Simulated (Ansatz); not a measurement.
Mg2H6Os:
```yaml
crystal:
  lattice:
    - [0.00000, 3.32187, 3.32187]
    - [3.32187, 0.00000, 3.32187]
    - [3.32187, 3.32187, 0.00000]
  atoms:
    - { symbol: Mg, position: [0.75000, 0.75000, 0.75000] }
    - { symbol: Mg, position: [0.25000, 0.25000, 0.25000] }
    - { symbol: H, position: [0.74661, 0.74661, 0.25339] }
    - { symbol: H, position: [0.25339, 0.25339, 0.74661] }
    - { symbol: H, position: [0.25339, 0.74661, 0.74661] }
    - { symbol: H, position: [0.74661, 0.25339, 0.25339] }
    - { symbol: H, position: [0.74661, 0.25339, 0.74661] }
    - { symbol: H, position: [0.25339, 0.74661, 0.25339] }
    - { symbol: Os, position: [0.00000, 0.00000, 0.00000] }
```

Relaxed with r²SCAN. Special points in fractions of this cell's reciprocal vectors: Γ (0.000, 0.000, 0.000); X (0.500, 0.000, 0.500); U (0.625, 0.250, 0.625); K (0.375, 0.375, 0.750); L (0.500, 0.500, 0.500); W (0.500, 0.250, 0.750).

Question: List the band energies nearest the valence-band maximum at these points for r²SCAN in the plane-wave PAW code Ansatz.

Answer: In eV from the valence-band maximum; about four levels below and three above (degenerate sets whole), none deeper than 8.9 eV; points with the same levels are listed once.

```json
[
 {"k": "Γ", "below": "-1.55 -1.55 -1.55 -1.10 -1.10 -1.10", "above": "6.60 7.46 7.68 7.68 7.68"},
 {"k": "X", "below": "-2.82 -2.82 -1.78 0.00 0.00", "above": "3.83 6.52 7.65"},
 {"k": "U", "below": "-1.92 -1.04 -0.16 -0.06", "above": "4.46 6.53 7.15"},
 {"k": "L", "below": "-1.02 -1.02 -0.76 -0.45 -0.45", "above": "4.31 6.16 6.16"},
 {"k": "W", "below": "-1.97 -0.54 -0.54 0.00", "above": "5.15 6.44 6.71 6.71"}
]
```

Space group Fm-3m. The first step of the workflow began from a Materials Project structure, measured or hypothetical; the Crystallography Open Database copy checked does not list it. Its standing as an ambient phase is unchecked. Symmetry was held in the r²SCAN relaxation. At this level the phase is dynamically unstable (imaginary phonons). No spin polarisation was allowed. Scalar-relativistic: spin–orbit coupling is off unless named, which matters more the heavier the elements.

Potentials: the later of the program's two PAW sets.
